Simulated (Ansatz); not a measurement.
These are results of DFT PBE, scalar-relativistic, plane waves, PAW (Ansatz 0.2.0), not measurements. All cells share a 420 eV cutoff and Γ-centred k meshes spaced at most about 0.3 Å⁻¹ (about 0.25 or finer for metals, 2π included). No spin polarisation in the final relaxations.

All energies are static (0 K, no zero-point motion). All come from trial cells, and lower structures may exist.

Task: Order these relaxed structures of AlSiN by energy, lowest first, with the energy over the lowest of them.
A.

Space group P-6m2 (No. 187). a = 3.055 Å, b = 3.055 Å, c = 6.885 Å, α = 90.00°, β = 90.00°, γ = 120.00°
```tsv
atom	site	symmetry	x	y	z
Al	1f	-6m2	0.6667	0.3333	0.5000
Si	1a	-6m2	0.0000	0.0000	0.0000
N	1d	-6m2	0.3333	0.6667	0.5000
```

B.

Space group P4/mmm (No. 123). a = 2.637 Å, b = 2.637 Å, c = 7.641 Å, α = 90.00°, β = 90.00°, γ = 90.00°
| atom | site | symmetry | x | y | z |
| --- | --- | --- | --- | --- | --- |
| Al | 1c | 4/mmm | 0.5000 | 0.5000 | 0.0000 |
| Si | 1d | 4/mmm | 0.5000 | 0.5000 | 0.5000 |
| N | 1a | 4/mmm | 0.0000 | 0.0000 | 0.0000 |

C.

Space group P4/nmm:1 (No. 129). a = 3.081 Å, b = 3.081 Å, c = 9.368 Å, α = 90.00°, β = 90.00°, γ = 90.00°
```
atom  site  symmetry       x       y       z
  Al    2c       4mm  0.0000  0.5000  0.5996
  Si    2a      -4m2  0.0000  0.0000  0.0000
   N    2c       4mm  0.0000  0.5000  0.3907
```

D.

Space group P4/mmm (No. 123). a = 2.689 Å, b = 2.689 Å, c = 5.406 Å, α = 90.00°, β = 90.00°, γ = 90.00°
| atom | site | symmetry | x | y | z |
| --- | --- | --- | --- | --- | --- |
| Al | 1a | 4/mmm | 0.0000 | 0.0000 | 0.0000 |
| Si | 1d | 4/mmm | 0.5000 | 0.5000 | 0.5000 |
| N | 1c | 4/mmm | 0.5000 | 0.5000 | 0.0000 |

Result: D (0 meV/atom), B (85 meV/atom), A (135 meV/atom), C (226 meV/atom). Forms: D P4/mmm; B P4/mmm; A P-6m2; C P4/nmm. Counting N atoms around Al and Si (those within 1.25 times the shortest such distance or 1.15 times the sum of covalent radii, 1.27 where that leaves under three; a plus sign parts nearer from farther groups; the shortest distance is added where it exceeds 1.18 times the sum of covalent radii): D has Al 4, Si 2 from 2.7 Å; B has Al 4, Si 8 from 4.3 Å; A has Al 3, Si 6 from 3.9 Å; C has Al 1+4, Si 4 from 4.0 Å. C holds Si–Si nets (shortest 2.18 Å) (bonds between like non-metal atoms; other contacts aren't counted).

Weakly bound directions are ill-defined at this level, which has no dispersion term (P4/mmm at 13.0 Å³/atom, P4/mmm at 17.7 Å³/atom, P-6m2, P4/nmm), and this can change margins and order among such cells. A magnetic state wasn't ruled out in cells without spin, among them P4/nmm. Cells relaxed within their symmetry can be saddle points. Some types were kept out of the candidates beforehand, so the set may lack a known form.
